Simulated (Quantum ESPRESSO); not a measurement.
## Ta4Sc4 (input and log of a self-consistent run)

Simulated, not a measurement. The program is pw.x of Quantum ESPRESSO 7.5 (plane-wave density functional theory). The cell is made up: eight metal atoms on a hexagonal close-packed lattice, with elements, volume, strain and displacements drawn at random and not relaxed, so it may be unstable or far from any real phase. PseudoDojo standard norm-conserving files set the functional (PBE unless stated); there is no spin polarisation or spin-orbit coupling, the Fermi-Dirac width of 0.25 eV means electrons at about 2900 K, and the masses in the input are unused placeholders. Heavy elements are run without spin-orbit coupling, which real alloys of them have. A spin test at this wide smearing found no moment, but such smearing suppresses magnetism that the real alloy may have.

Input:

```
&control calculation='scf', pseudo_dir='./dojo.nc.sr.pbe.v0_5.standard.upf', outdir='./o', disk_io='minimal', tprnfor=.true., tstress=.true. /
&system ibrav=0, nat=8, ntyp=2, nbnd=66, ecutwfc=77.98206166, nosym=.true., tot_charge=0,
 occupations='smearing', smearing='fd', degauss=0.0183746611
/
&electrons conv_thr=1.470e-08, electron_maxstep=70, mixing_beta=0.5 /
ATOMIC_SPECIES
Sc 1.0 Sc.upf
Ta 1.0 Ta.upf
CELL_PARAMETERS angstrom
3.1173 -0.0184 -0.0376
-0.0318 5.4291 0.0508
-0.1176 0.0917 9.7133
ATOMIC_POSITIONS angstrom
Ta -0.0022 0.0033 0.0462
Sc -0.0981 0.0248 4.8441
Sc -0.0572 1.8277 2.51
Sc -0.1899 1.8758 7.3085
Ta 1.4574 2.6642 0.0121
Ta 1.4912 2.8125 4.8616
Ta 1.514 4.61 2.4985
Sc 1.4982 4.6115 7.3273
K_POINTS automatic
7 4 3 1 1 1
```

The log is shortened where brackets say so; the opening notice, blank lines, dates and the lines on written files are dropped, and the path of the files is cut. It prints rydbergs, bohrs and kilobars, and counts compression as positive stress. Its total energy is the free energy E - TS of the whole cell.

```
     Program PWSCF v.7.5
     Parallel version (MPI & OpenMP), running on       4 processor cores
     Number of MPI processes:                 4
     Threads/MPI process:                     1
     [start-up lines left out]
     bravais-lattice index     =            0
     lattice parameter (alat)  =       5.8914  a.u.
     unit-cell volume          =    1109.0563 (a.u.)^3
     number of atoms/cell      =            8
     number of atomic types    =            2
     number of electrons       =        96.00
     number of Kohn-Sham states=           66
     kinetic-energy cutoff     =      77.9821  Ry
     charge density cutoff     =     311.9282  Ry
     scf convergence threshold =      1.5E-08
     mixing beta               =       0.5000
     number of iterations used =            8  plain     mixing
     Exchange-correlation= PBE
                           (   1   4   3   4   0   0   0)
     [axes and pseudopotential details left out]
   Cartesian axes
     site n.     atom                  positions (alat units)
         1        Ta     tau(   1) = (  -0.0007057   0.0010585   0.0148192  )
         2        Sc     tau(   2) = (  -0.0314667   0.0079549   1.5538008  )
         3        Sc     tau(   3) = (  -0.0183476   0.5862558   0.8051114  )
         4        Sc     tau(   4) = (  -0.0609126   0.6016844   2.3442855  )
         5        Ta     tau(   5) = (   0.4674778   0.8545728   0.0038812  )
         6        Ta     tau(   6) = (   0.4783196   0.9021417   1.5594141  )
         7        Ta     tau(   7) = (   0.4856329   1.4787106   0.8014226  )
         8        Sc     tau(   8) = (   0.4805649   1.4791917   2.3503158  )
     number of k points=    42  Fermi-Dirac smearing, width (Ry)=  0.0184
                       cart. coord. in units 2pi/alat
        k(    1) = (   0.0725059   0.0717017   0.0536943), wk =   0.0476190
        k(    2) = (   0.0699361   0.0736893  -0.1603290), wk =   0.0476190
     [further k points left out]
     Dense  grid:   103229 G-vectors     FFT dimensions: (  36,  60, 108)
     Estimated max dynamical RAM per process >     317.07 MB
     Estimated total dynamical RAM >       1.16 GB
     Initial potential from superposition of free atoms
     starting charge      95.9858, renormalised to      96.0000
     Starting wfcs are   80 randomized atomic wfcs
     total cpu time spent up to now is        4.4 secs
     per-process dynamical memory:   249.2 Mb
     Self-consistent Calculation
     iteration #  1     ecut=    77.98 Ry     beta= 0.50
     Davidson diagonalization with overlap
     ethr =  1.00E-02,  avg # of iterations =  2.8
     Threshold (ethr) on eigenvalues was too large:
     Diagonalizing with lowered threshold
     Davidson diagonalization with overlap
     ethr =  8.44E-04,  avg # of iterations =  3.3
     total cpu time spent up to now is       21.1 secs
     total energy              =    -907.39926351 Ry
     estimated scf accuracy    <       0.87666539 Ry
     iteration #  2     ecut=    77.98 Ry     beta= 0.50
     Davidson diagonalization with overlap
     ethr =  9.13E-04,  avg # of iterations = 10.9
     total cpu time spent up to now is       36.7 secs
     total energy              =    -905.62101379 Ry
     estimated scf accuracy    <      56.49418600 Ry
     iteration #  3     ecut=    77.98 Ry     beta= 0.50
     Davidson diagonalization with overlap
     ethr =  9.13E-04,  avg # of iterations =  9.4
     total cpu time spent up to now is       49.3 secs
     total energy              =    -907.77291221 Ry
     estimated scf accuracy    <       1.41651117 Ry
     iteration #  4     ecut=    77.98 Ry     beta= 0.50
     Davidson diagonalization with overlap
     ethr =  9.13E-04,  avg # of iterations =  2.5
     total cpu time spent up to now is       57.1 secs
     total energy              =    -907.83531159 Ry
     estimated scf accuracy    <       0.87102630 Ry
     iteration #  5     ecut=    77.98 Ry     beta= 0.50
     Davidson diagonalization with overlap
     ethr =  9.07E-04,  avg # of iterations =  1.2
     total cpu time spent up to now is       64.0 secs
     total energy              =    -907.88489936 Ry
     estimated scf accuracy    <       0.16788767 Ry
     [iterations 6 to 16 left out]
     iteration # 17     ecut=    77.98 Ry     beta= 0.50
     Davidson diagonalization with overlap
     ethr =  5.28E-09,  avg # of iterations =  2.0
     total cpu time spent up to now is      172.5 secs
     total energy              =    -907.90860141 Ry
     estimated scf accuracy    <       0.00000030 Ry
     iteration # 18     ecut=    77.98 Ry     beta= 0.50
     Davidson diagonalization with overlap
     ethr =  3.15E-10,  avg # of iterations =  6.1
     total cpu time spent up to now is      182.9 secs
     total energy              =    -907.90860150 Ry
     estimated scf accuracy    <       0.00000023 Ry
     iteration # 19     ecut=    77.98 Ry     beta= 0.50
     Davidson diagonalization with overlap
     ethr =  2.37E-10,  avg # of iterations =  2.6
     total cpu time spent up to now is      190.5 secs
     total energy              =    -907.90860152 Ry
     estimated scf accuracy    <       0.00000011 Ry
     iteration # 20     ecut=    77.98 Ry     beta= 0.50
     Davidson diagonalization with overlap
     ethr =  1.18E-10,  avg # of iterations =  1.7
     total cpu time spent up to now is      197.4 secs
     total energy              =    -907.90860153 Ry
     estimated scf accuracy    <       0.00000003 Ry
     iteration # 21     ecut=    77.98 Ry     beta= 0.50
     Davidson diagonalization with overlap
     ethr =  3.56E-11,  avg # of iterations =  3.3
     total cpu time spent up to now is      205.0 secs
     End of self-consistent calculation
     [lines on levels left out]
!    total energy              =    -907.90860153 Ry
     estimated scf accuracy    <          3.7E-09 Ry
     smearing contrib. (-TS)   =      -0.14413159 Ry
     internal energy E=F+TS    =    -907.76446994 Ry
     The total energy is F=E-TS. E is the sum of the following terms:
     one-electron contribution =    -225.81100828 Ry
     hartree contribution      =     144.31963470 Ry
     xc contribution           =    -183.05062012 Ry
     ewald contribution        =    -643.22247623 Ry
     convergence has been achieved in  21 iterations
     Forces acting on atoms (cartesian axes, Ry/au):
     atom    1 type  2   force =     0.00604221   -0.01270913    0.01409845
     atom    2 type  1   force =     0.01220771    0.00948693   -0.00369304
     atom    3 type  1   force =    -0.00022594    0.02286747   -0.00995671
     atom    4 type  1   force =     0.01138700    0.01503583    0.00506568
     atom    5 type  2   force =     0.00310912    0.01454580    0.01044084
     atom    6 type  2   force =    -0.00989608    0.00896836   -0.01526966
     atom    7 type  2   force =    -0.00842704   -0.03761835   -0.02524042
     atom    8 type  1   force =    -0.01419698   -0.02057691    0.02455485
     Total force =     0.075802     Total SCF correction =     0.000176
     Computing stress (Cartesian axis) and pressure
          total   stress  (Ry/bohr**3)                   (kbar)     P=        4.14
  -0.00012871   0.00006406   0.00005790          -18.93        9.42        8.52
   0.00006406  -0.00007410   0.00003362            9.42      -10.90        4.95
   0.00005790   0.00003362   0.00028714            8.52        4.95       42.24
     init_run     :      4.19s CPU      4.34s WALL (       1 calls)
     electrons    :    199.99s CPU    200.65s WALL (       1 calls)
     forces       :      1.64s CPU      1.66s WALL (       1 calls)
     stress       :      5.60s CPU      5.73s WALL (       1 calls)
     [timing details left out]
     PWSCF        :   3m31.49s CPU   3m32.48s WALL
     JOB DONE.
```

In other units: free energy -12352.726 eV for the cell, pressure 0.41 GPa, largest force component 0.967 eV/Å in size. The run took 214 s of wall time with four MPI processes on a shared machine (AMD EPYC, Zen 5, virtual cores), so the time is rough. A rerun of this cell at a higher cutoff and on a denser mesh moved values by no more than 0.005 eV in energy, 0.07 GPa in stress and 0.007 eV/Å in force, and a second program with other atomic files agreed on that cell to 2 % rms in force and 0.5 GPa in pressure.